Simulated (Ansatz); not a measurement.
Given:

Relaxed Ti₃AlC₂ (space group P6_3/mmc):

```
CELL_PARAMETERS angstrom
      3.02798     0.00000     0.00000
     -1.51399     2.62231     0.00000
      0.00000     0.00000    18.33287
ATOMIC_POSITIONS crystal
  Ti 0.66667 0.33333 0.37292
  Ti 0.33333 0.66667 0.62708
  Ti 0.33333 0.66667 0.87292
  Ti 0.66667 0.33333 0.12708
  Ti 0.00000 0.00000 0.50000
  Ti 0.00000 0.00000 0.00000
  Al 0.00000 0.00000 0.75000
  Al 0.00000 0.00000 0.25000
  C  0.33333 0.66667 0.43069
  C  0.66667 0.33333 0.56931
  C  0.66667 0.33333 0.93069
  C  0.33333 0.66667 0.06931
```

The atoms are displaced by Q × the pattern below (from a DFPT mode at Γ, largest move 1; Q in Å), at fixed cell. It is one choice among 2 degenerate patterns.

| atom | x | y | z |
|---|---|---|---|
| Ti1 | 0.000 | -0.898 | 0.000 |
| Ti2 | 0.000 | -0.898 | 0.000 |
| Ti3 | 0.000 | 0.898 | 0.000 |
| Ti4 | 0.000 | 0.898 | 0.000 |
| Ti5 | 0.000 | -1.000 | 0.000 |
| Ti6 | 0.000 | 1.000 | 0.000 |
| C9 | 0.000 | -0.935 | 0.000 |
| C10 | 0.000 | -0.935 | 0.000 |
| C11 | 0.000 | 0.935 | 0.000 |
| C12 | 0.000 | 0.935 | 0.000 |

Atoms not listed stay in place.

The numbers are results of LDA (plane waves to 420 eV, PAW, scalar-relativistic; Ansatz, a quantum-chemistry and plane-wave program), not measurements. k mesh 14×14×2 (Γ-centred), Fermi-Dirac smearing 0.05 eV. The energy includes the smearing's −TS. With partly filled bands, energies and forces of such displacements shift with the k mesh and the smearing. Ti3AlC2 is run without spin polarisation. Ti3AlC2 was relaxed with its symmetry unable to fall. ΔE is measured from the undisplaced structure.

The scan covers Q from -0.180 to 0.180 Å in 13 points.

Problem. Is the energy the same for equal positive and negative displacements?

Solution. Even: the same for both signs.

Problem. Which space group does the distorted structure have?

Solution. Cmc2_1 (No. 36), lowered from P6_3/mmc.

Problem. What is the energy change at Q = 0.180 Å?

Solution. 103 meV/cell.

Problem. What harmonic wavenumber does the curvature at Q = 0 give?

Solution. 77 cm⁻¹.

(For displaced atoms, the force is minus the slope of the energy, and its curvature is a force constant, which sets phonon frequencies.)
